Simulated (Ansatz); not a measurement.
GaP (zinc blende)

```yaml
crystal:
  lattice:
    - [0.00000, 2.72569, 2.72569]
    - [2.72569, 0.00000, 2.72569]
    - [2.72569, 2.72569, 0.00000]
  atoms:
    - { symbol: P, position: [0.75000, 0.75000, 0.75000] }
    - { symbol: Ga, position: [0.00000, 0.00000, 0.00000] }
```

In this cell atom 2 (Ga, nearest neighbour P at 2.361 Å; its periodic images, 3.9 Å or more away, move with it) is moved by s along Cartesian x, unit vector (1.000, 0.000, 0.000); all other atoms and the cell stay fixed.

The numbers are results of r2SCAN (plane waves to 500 eV, PAW, scalar-relativistic; Ansatz, an electronic-structure program), not measurements. k mesh 8×8×8 (Γ-centred), Fermi-Dirac smearing 0.05 eV. Energies are smeared free energies. GaP was relaxed with its symmetry unable to fall. The zero of ΔE is the undisplaced structure.

```json
[
 {"s (Å)": "-0.470", "ΔE (meV/cell)": "1024"},
 {"s (Å)": "-0.376", "ΔE (meV/cell)": "679"},
 {"s (Å)": "-0.282", "ΔE (meV/cell)": "392"},
 {"s (Å)": "-0.188", "ΔE (meV/cell)": "178"},
 {"s (Å)": "-0.094", "ΔE (meV/cell)": "45"},
 {"s (Å)": "0.000", "ΔE (meV/cell)": "0"},
 {"s (Å)": "0.094", "ΔE (meV/cell)": "45"},
 {"s (Å)": "0.188", "ΔE (meV/cell)": "178"},
 {"s (Å)": "0.282", "ΔE (meV/cell)": "392"},
 {"s (Å)": "0.376", "ΔE (meV/cell)": "679"},
 {"s (Å)": "0.470", "ΔE (meV/cell)": "1024"}
]
```

**Question.** What force constant k = d²E/ds² at s = 0 does the table give?

**Answer.** 10 eV/Å². It is the second difference of the nearest points, corrected with the next pair.

**Question.** With k = 10.20 eV/Å² from the forces, is the well harmonic out to s = 0.470 Å?

**Answer.** ½ks² = 1127 meV/cell against the computed 1024 meV/cell, so the well is softer than harmonic there.

(For displaced atoms, the force is minus the slope of the energy, and its curvature is a force constant, which sets phonon frequencies.)
